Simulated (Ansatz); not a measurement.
MgS:
```
MgS
1.0
    0.00000     2.82588     2.82588
    2.82588     0.00000     2.82588
    2.82588     2.82588     0.00000
S Mg
1 1
Direct
  0.75000   0.75000   0.75000
  0.00000   0.00000   0.00000
```

Cartesian axes are those of the cell as given.

**Question.** Give the high-frequency dielectric tensor and the Born effective charge tensors of the independent atoms from DFPT, the program Ansatz at the PBEsol level (PAW).

**Answer.** 
ε∞:
```
4.14  0.00  0.00
0.00  4.14  0.00
0.00  0.00  4.14
```
Z* of atom 1 (S), rows: field, columns: displacement, in e:
```
-1.89   0.00   0.00
 0.00  -1.89   0.00
 0.00   0.00  -1.89
```
Z* of atom 2 (Mg), rows: field, columns: displacement, in e:
```
1.89  0.00  0.00
0.00  1.89  0.00
0.00  0.00  1.89
```

Space group F-43m (zinc blende). A made-up cell: these elements were put on the sites of a structure type; the Crystallography Open Database copy checked does not list it. COD files the formula under space group No. 225. Its standing as an ambient phase is unchecked. Symmetry was held in the PBEsol relaxation; whether a distortion lowers the energy is not shown.

Potentials: the later of the program's two PAW sets.
